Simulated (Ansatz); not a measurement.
Consider the following.

TiB₂ (AlB2 type, space group P6/mmm)

```
TiB2
1.0
    3.03184     0.00000     0.00000
   -1.51592     2.62565     0.00000
    0.00000     0.00000     3.22428
Ti B
1 2
Direct
  0.00000   0.00000   0.00000
  0.33333   0.66667   0.50000
  0.66667   0.33333   0.50000
```

In each cell atom 1 (Ti, nearest neighbour B at 2.380 Å; its periodic images, 3.0 Å or more away, move with it) moves by s·(0.637, 0.368, -0.677) (towards the nearest neighbour), the rest being held.

The numbers are results of PBE (plane waves to 420 eV, PAW, scalar-relativistic; Ansatz, an electronic-structure program), not measurements. k mesh 14×14×12 (Γ-centred), Fermi-Dirac smearing 0.05 eV. Energies are smeared free energies. With partly filled bands, energies and forces of such displacements shift with the k mesh and the smearing. The PAW data are Ansatz's earlier set. TiB2 is run without spin polarisation. TiB2 was relaxed with its symmetry unable to fall. ΔE is measured from the undisplaced structure.

The scan covers s from -0.240 to 0.240 Å in 11 points.

### Question
Is the energy the same for equal positive and negative displacements?

### Answer
Even: the same for both signs. With its periodic images moving along, the atom's site symmetry in this cell is 6/mmm.

### Question
What is the force constant k = d²E/ds² of this move at s = 0?

### Answer
14.3 eV/Å².

(A displaced cell: forces are minus the slopes of the energy, force constants its curvatures, and phonons follow from these.)
